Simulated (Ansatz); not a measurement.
Computed with DFT PBE+D3(BJ), scalar-relativistic, plane waves, PAW in Ansatz.

Structure of PbF2:

```
Pb F
1.0
     0.00000    2.98116    2.98116
     2.98116    0.00000    2.98116
     2.98116    2.98116    0.00000
Pb F
1 2
Direct
  0.00000 0.00000 0.00000
  0.25000 0.25000 0.25000
  0.75000 0.75000 0.75000
```

Plane waves to 420 eV, a k mesh through Γ of 8×8×8 on the computed 3-atom cell and Gaussian smearing (0.02 eV); no spin polarisation.

Levels along Γ–X–U | K–Γ–L–W–X, in eV from a zero inside the gap, sorted by energy at each point. Points in fractions of the primitive reciprocal vectors: Γ (0.000 0.000 0.000), X (0.500 0.000 0.500), U (0.625 0.250 0.625), K (0.375 0.375 0.750), L (0.500 0.500 0.500), W (0.500 0.250 0.750).
```csv
point,"k (1/Å, with 2π)",band 11,band 12,band 13,band 14,band 15,band 16,band 17
Γ,0.000,-4.58,-4.09,-4.09,-4.09,4.55,4.55,4.55
-,0.150,-4.54,-4.05,-4.05,-3.98,4.26,4.61,4.61
-,0.301,-4.42,-3.97,-3.97,-3.69,3.68,4.78,4.78
-,0.452,-4.25,-3.89,-3.89,-3.33,3.11,5.01,5.01
-,0.602,-4.05,-3.81,-3.81,-2.96,2.66,5.25,5.25
-,0.753,-3.86,-3.74,-3.74,-2.64,2.38,5.45,5.45
-,0.903,-3.73,-3.69,-3.69,-2.43,2.25,5.58,5.58
X,1.054,-3.68,-3.68,-3.68,-2.35,2.21,5.62,5.62
-,1.107,-3.70,-3.68,-3.67,-2.35,2.23,5.58,5.62
-,1.160,-3.74,-3.69,-3.67,-2.34,2.30,5.46,5.62
-,1.214,-3.80,-3.71,-3.67,-2.32,2.40,5.30,5.62
-,1.267,-3.88,-3.73,-3.67,-2.30,2.54,5.10,5.62
-,1.320,-3.97,-3.76,-3.68,-2.28,2.70,4.88,5.62
-,1.373,-4.07,-3.79,-3.68,-2.26,2.89,4.66,5.62
U,1.426,-4.18,-3.83,-3.69,-2.24,3.10,4.44,5.61
K,1.426,-4.18,-3.83,-3.69,-2.24,3.10,4.44,5.61
-,1.586,-4.48,-3.96,-3.71,-2.24,3.75,3.82,5.56
-,1.746,-4.72,-4.11,-3.75,-2.36,3.38,4.34,5.44
-,1.905,-4.68,-4.26,-3.81,-2.63,3.19,4.73,5.24
-,2.065,-4.44,-4.39,-3.88,-3.02,3.31,4.85,5.00
-,2.225,-4.49,-4.25,-3.96,-3.48,3.71,4.76,4.76
-,2.385,-4.56,-4.13,-4.05,-3.90,4.25,4.60,4.62
Γ,2.544,-4.58,-4.09,-4.09,-4.09,4.55,4.55,4.55
-,2.675,-4.59,-4.10,-4.10,-3.94,4.34,4.59,4.59
-,2.805,-4.62,-4.12,-4.12,-3.61,3.91,4.71,4.71
-,2.935,-4.66,-4.15,-4.15,-3.21,3.48,4.87,4.87
-,3.066,-4.70,-4.19,-4.19,-2.83,3.16,5.06,5.06
-,3.196,-4.74,-4.22,-4.22,-2.51,2.95,5.24,5.24
-,3.326,-4.76,-4.25,-4.25,-2.31,2.85,5.36,5.36
L,3.457,-4.77,-4.26,-4.26,-2.23,2.82,5.40,5.40
-,3.563,-4.77,-4.22,-4.20,-2.23,2.85,5.30,5.41
-,3.670,-4.78,-4.11,-4.08,-2.24,2.96,5.03,5.44
-,3.776,-4.79,-3.97,-3.96,-2.24,3.13,4.69,5.47
-,3.883,-4.78,-3.86,-3.83,-2.24,3.34,4.35,5.46
-,3.989,-4.78,-3.79,-3.72,-2.23,3.56,4.07,5.39
-,4.096,-4.77,-3.75,-3.65,-2.22,3.75,3.88,5.29
W,4.202,-4.77,-3.74,-3.62,-2.21,3.82,3.82,5.25
-,4.277,-4.56,-3.73,-3.62,-2.22,3.47,4.18,5.26
-,4.353,-4.34,-3.73,-3.63,-2.24,3.13,4.54,5.30
-,4.428,-4.13,-3.72,-3.63,-2.27,2.83,4.88,5.36
-,4.503,-3.95,-3.71,-3.64,-2.30,2.58,5.17,5.43
-,4.578,-3.81,-3.70,-3.65,-2.33,2.38,5.41,5.52
-,4.654,-3.71,-3.69,-3.67,-2.35,2.25,5.57,5.59
X,4.729,-3.68,-3.68,-3.68,-2.35,2.21,5.62,5.62
```

Spin-orbit coupling is left out, which matters for the bands of heavy elements.

Cost: 1 run of about 0.42 core-minutes, on Intel Xeon (Skylake/Cascade Lake) (shared hosts).